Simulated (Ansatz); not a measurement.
GaSb:
```
CELL_PARAMETERS angstrom
     -1.60530     2.54701     2.84735
      1.60530    -2.54701     2.84735
      1.60530     2.54701    -2.84735
ATOMIC_POSITIONS crystal
  Ga 0.00000 0.00000 0.00000
  Sb 0.50000 0.50000 0.00000
```

Relaxed with r²SCAN. Special points in fractions of this cell's reciprocal vectors: Γ (0.000, 0.000, 0.000); X (0.500, 0.500, -0.500); F2 (0.329, 0.671, -0.329); Σ0 (-0.329, 0.329, 0.329); Y0 (0.450, -0.450, 0.450); U0 (0.550, 0.450, -0.450); R (0.000, 0.500, 0.000); W (0.250, 0.250, 0.250); S (0.500, 0.000, 0.000); T (0.000, 0.000, 0.500).

Problem. List the band energies nearest the Fermi level at these points for plane-wave PAW r²SCAN with spin–orbit coupling (Ansatz code).

Solution. In eV from the Fermi level; about four levels below and three above (degenerate sets whole), none deeper than 8.9 eV; points with the same levels are listed once.

```tsv
k	below	above
Γ	-2.34 -2.34 -1.57 -1.57	3.99 3.99 4.73 4.73
X	-5.59 -5.59 -5.09 -5.09	2.24 2.24 6.52 6.52
F2	-3.18 -3.18 -2.93 -2.93	4.36 4.36 5.13 5.13
Y0	-5.51 -5.51 -4.27 -4.27	2.30 2.30 6.58 6.58
R	-0.50 -0.50 -0.16 -0.16	0.99 0.99 3.05 3.05
W	-4.90 -4.90 -3.75 -3.75	2.88 2.88 4.15 4.15
S	-8.60 -8.60 -0.11 -0.11	1.69 1.69 3.06 3.06
T	-2.56 -2.56 -2.16 -2.16	3.53 3.53 4.75 4.75
```

Space group Immm. The first step of the workflow began from a Materials Project structure, measured or hypothetical; the Crystallography Open Database copy checked does not list it. It is not the phase usual at ambient conditions (space group No. 216). Symmetry was held in the r²SCAN relaxation; phonons show weakly imaginary modes.

Potentials: the later of the program's two PAW sets.
